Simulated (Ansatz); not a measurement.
The relaxed structure here is a generated cell of Hf: the first start was made by placing the elements on the sites of a structure type, and the end was not matched to a known phase here, so it may be hypothetical. Known forms of Hf include space group No. 194.

One starting cell of Hf (a generated trial cell of Hf in the diamond structure type) was relaxed twice with Ansatz (plane waves, PAW, scalar-relativistic): with r2SCAN at 500 eV and with PBE at 420 eV. The r2SCAN result:

```yaml
crystal:
  lattice:
    - [0.00000, 3.23634, 3.23634]
    - [3.23634, 0.00000, 3.23634]
    - [3.23634, 3.23634, 0.00000]
  atoms:
    - { symbol: Hf, position: [0.25000, 0.25000, 0.25000] }
    - { symbol: Hf, position: [0.00000, 0.00000, 0.00000] }
```

```
quantity                          r2SCAN    PBE
--------------------------------  ------  -----
space group                        Fd-3m  Fd-3m
volume (Å³/atom)                   33.90      …
a (Å)                              6.473      …
gap (eV, no spin-orbit coupling)    0.00      …
```

Question: What does PBE give for the same quantities?

Answer: 
- volume (Å³/atom), PBE: 35.05
- a (Å), PBE: 6.545
- gap (eV, no spin-orbit coupling), PBE: 0.00

Both levels end in the same structure; PBE's volume is 3.4 % larger. Neither column is exact.

No spin polarisation in the result. A magnetic state may lie lower.

The run could not lose the symmetry of its start, so the end can be a saddle point.

All atoms sit on sites fixed by symmetry, so only the cell could relax.

Ansatz is a program for electronic structure.
